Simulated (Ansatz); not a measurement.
Question: MgTi₃N (anti-perovskite, Pm-3m) is relaxed with plane-wave PAW PBE (Ansatz code). What lattice parameters of the conventional cell result?

Answer: a = 4.192 Å.

Question: Is it a metal or does it have a gap at this level?

Answer: No gap at this level.

The start of the workflow was typed in or built on a structure type; neither database checked (COD, Materials Project) lists it. Its standing as an ambient phase is unchecked. Symmetry was held in the PBE relaxation; its stability against distortions is not shown here. The workflow began spin-polarised and lost its moments.

Potentials: the earlier of the program's two PAW sets.
